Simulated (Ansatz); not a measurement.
Starting cell, Li (bcc, W type):

```xyz
2
Lattice="-3.4763 3.4763 3.4763 0.0000 0.0000 3.4763 0.0000 3.4763 0.0000" Properties=species:S:1:pos:R:3 pbc="T T T"
Li     0.0000     0.0000     0.0000
Li    -1.7381     1.7381     1.7381
```

A phonon eigenvector at H = (0.5, 0.5, 0.5) is frozen into this cell: atom i moves by Q times the vector below, so Q is the largest atomic displacement, in Å. The cell is held. It is one choice among 3 degenerate patterns. (q is in reciprocal vectors of the primitive cell; the cell shown is doubled to hold the pattern.)

| atom | x | y | z |
|---|---|---|---|
| Li1 | 0.000 | 0.000 | -1.000 |
| Li2 | 0.000 | 0.000 | 1.000 |

Calculation: r2SCAN (plane waves to 500 eV, PAW, scalar-relativistic; Ansatz, a first-principles code). k mesh 19×19×19 (Γ-centred), Fermi-Dirac smearing 0.05 eV. E stands for the smeared free energy. With partly filled bands, energies and forces of such displacements shift with the k mesh and the smearing. Li was relaxed with its symmetry unable to fall. The PAW data are Ansatz's earlier set. ΔE is measured from the undisplaced structure.

```json
[
 {"Q (Å)": "-0.100", "−dE/dQ from forces (eV/Å)": "0.553", "ΔE (meV/cell)": "?"},
 {"Q (Å)": "-0.083", "−dE/dQ from forces (eV/Å)": "0.464", "ΔE (meV/cell)": "19.4"},
 {"Q (Å)": "-0.067", "−dE/dQ from forces (eV/Å)": "0.372", "ΔE (meV/cell)": "?"},
 {"Q (Å)": "-0.050", "−dE/dQ from forces (eV/Å)": "0.280", "ΔE (meV/cell)": "?"},
 {"Q (Å)": "-0.033", "−dE/dQ from forces (eV/Å)": "0.187", "ΔE (meV/cell)": "3.1"},
 {"Q (Å)": "-0.017", "−dE/dQ from forces (eV/Å)": "0.094", "ΔE (meV/cell)": "0.8"},
 {"Q (Å)": "0.000", "−dE/dQ from forces (eV/Å)": "0.000", "ΔE (meV/cell)": "0.0"},
 {"Q (Å)": "0.017", "−dE/dQ from forces (eV/Å)": "-0.094", "ΔE (meV/cell)": "0.8"},
 {"Q (Å)": "0.033", "−dE/dQ from forces (eV/Å)": "-0.187", "ΔE (meV/cell)": "3.1"},
 {"Q (Å)": "0.050", "−dE/dQ from forces (eV/Å)": "-0.280", "ΔE (meV/cell)": "?"},
 {"Q (Å)": "0.067", "−dE/dQ from forces (eV/Å)": "-0.372", "ΔE (meV/cell)": "?"},
 {"Q (Å)": "0.083", "−dE/dQ from forces (eV/Å)": "-0.464", "ΔE (meV/cell)": "19.4"},
 {"Q (Å)": "0.100", "−dE/dQ from forces (eV/Å)": "-0.553", "ΔE (meV/cell)": "?"}
]
```

Question: Fill in the missing entries.

Answer: 
- -0.100, ΔE (meV/cell): 27.9
- -0.067, ΔE (meV/cell): 12.5
- -0.050, ΔE (meV/cell): 7.0
- 0.050, ΔE (meV/cell): 7.0
- 0.067, ΔE (meV/cell): 12.5
- 0.100, ΔE (meV/cell): 27.9

(For displaced atoms, the force is minus the slope of the energy, and its curvature is a force constant, which sets phonon frequencies.)
